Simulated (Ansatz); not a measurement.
**What DFT gives for ZnSb2Te4**

```
Sb Zn Te
1.0
     0.00000    6.25245    0.00000
     6.25245    0.00000    0.00000
     3.12623    3.12623   -6.25041
Sb Zn Te
2 1 4
Direct
  0.50000 0.50000 0.00000
  0.75000 0.25000 0.50000
  0.00000 0.00000 0.00000
  0.37500 0.37500 0.75000
  0.62500 0.12500 0.25000
  0.87500 0.87500 0.75000
  0.12500 0.62500 0.25000
```

Level: PBE, no spin polarisation; 420 eV; 6×6×6 Γ-centred mesh; cold occupations (width 0.0665 eV); Ansatz 0.2.0, fixed geometry.

Task: What is the formation energy?

Result: 0.33 eV an atom against the elements' usual phases (free molecules for gases, crystals otherwise, with no correction for O₂ or N₂), so at this geometry it isn't bound against them. Relaxing would lower it.

Task: Is there a gap?

Result: It is a metal on this mesh, though the bands barely overlap, with about 1.7 states/eV a cell as the mean within 0.25 eV of the Fermi level, mostly Te p (47 %) and Sb p (26 %).

Task: What does the stress say?

Result: The pressure is 10.5 GPa (compression positive), so with the atoms held at these fractions the cell would first expand; the forces are large, so a full relaxation may end otherwise. The principal stresses 10.0, 10.0, 11.5 GPa differ, so its shape would change too.

Task: Give the Bader charges.

Result: Bader charges in e: Zn +0.49, Sb +0.57, Te -0.41. In the mean Sb gives up most and Te takes most.

Origin: a known structure type with other elements, at an estimated volume, so it need not be a known compound. Caveats: atoms or cell far from equilibrium.
